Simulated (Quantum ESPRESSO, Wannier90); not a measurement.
## Wannier functions of SrO (rock salt)

```xyz
2
Lattice="0.0000 2.5838 2.5838 2.5838 0.0000 2.5838 2.5838 2.5838 0.0000" Properties=species:S:1:pos:R:3 pbc="T T T"
Sr     2.5838     2.5838     2.5838
O      0.0000     0.0000     0.0000
```

Structure: Materials Project mp-2472, symmetrised, not relaxed again. COD (Crystallography Open Database) has an entry of this formula and space group (matched by these alone). Computed values, not measurements, from PBEsol: Quantum ESPRESSO (norm-conserving PseudoDojo potentials, cutoff 68 Ry, no spin polarisation, no spin-orbit coupling) on a Γ-centred 10×10×10 mesh, then Wannier90. Density: 10×10×10 mesh, cold smearing 0.01 Ry.

Valence charges of the files: Sr 10, O 6. 22 bands were computed.

Isolated groups of bands, relative to the valence-band maximum (bands from 9 on overlap up to the last one computed):

```csv
bands,from (eV),to (eV),filling,weight on atomic waves
1,-32.23,-32.06,filled,Sr 4s 97 %
2–5,-16.43,-12.72,filled,"Sr 4p 74 %, O 2s 23 %"
6–8,-2.16,0.00,filled,"O 2p 89 %, Sr 5s 4 %"
```

Wanted is a model with the orbitals Sr s d, O p, without the filled groups that are mainly made of other shells (semicore states, and anion s where it isn't named); all higher bands stay in for disentanglement.

### Question
Give num_wann, exclude_bands and num_bands, and the number of electrons that the model holds.

### Answer
Electrons: 1×10 + 1×6 = 16, which fill 8 bands.
num_wann = 1×6 + 1×3 = 9.
exclude_bands = 1-5, 5 bands, so num_bands = 22 − 5 = 17.
The model holds 16 − 2×5 = 6 electrons. With the window frozen to 4.73 eV it follows pw.x to 13 meV rms (states up to 4.2 eV relative to the valence-band maximum).
